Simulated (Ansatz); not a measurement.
## Data sheet: VIr₃ (DFT)

VIr$_{3}$:
```
CELL_PARAMETERS angstrom
      3.77243     0.00000     0.00000
      0.00000     3.77243     0.00000
      0.00000     0.00000     3.77243
ATOMIC_POSITIONS crystal
  V  0.00000 0.00000 0.00000
  Ir 0.50000 0.50000 0.00000
  Ir 0.00000 0.50000 0.50000
  Ir 0.50000 0.00000 0.50000
```

Space group Pm-3m (No. 221), Cu3Au type; conventional cell a = b = c = 3.7724 Å, α = β = γ = 90.00°.

Method: DFT-LDA in the program Ansatz with PAW potentials. Structure relaxed to zero pressure with the same functional. Other levels are named where they apply.

**Cell and energy**

```yaml
volume_per_atom: 13.42 Å³
density: 19.41 g/cm³
Formation energy from the elements (no fitted shifts): -0.49 eV/atom
```

**Electronic structure**

```yaml
electronic_character: metallic (no gap)
Density of states at the Fermi level: 0.49 states/eV per atom (mean over ±0.08 eV)
```

**Mechanics**

```yaml
Bulk modulus (Birch–Murnaghan fit): 371 GPa
Pressure derivative B′: 4.8
Elastic constants (relaxed ions, GPa): C11 = 610, C12 = 253, C44 = 298
mechanical_stability: stable (all eigenvalues of C positive)
hill_bulk_and_shear_moduli: 372 and 242 GPa
Young's modulus: 597 GPa
Poisson's ratio: 0.23
debye_temperature_from_the_elastic_constants: 490 K
```

**Phonons**

```yaml
highest_zone_centre_frequency: 188 cm⁻¹
zone_centre_stability: no imaginary mode at Γ
```

The workflow started from a Materials Project entry (that database holds measured and hypothetical structures alike); the Crystallography Open Database files this formula in space group No. 221, but the cells were not matched. Whether it is the stable phase at ambient conditions was not checked. Symmetry was held in the LDA relaxation. No spin polarisation was allowed. As this level gives no gap, shear constants depend on the k-mesh and smearing (Fermi–Dirac, 0.1 eV here). As this level gives no gap, phonon frequencies hold no LO–TO term and depend on the k-mesh and smearing (Fermi–Dirac, 0.1 eV here). The references are the lowest solids computed at this level, not always the standard phases. Scalar-relativistic: spin–orbit coupling is off unless named, which matters more the heavier the elements.

Potentials: the earlier of the program's two PAW sets.
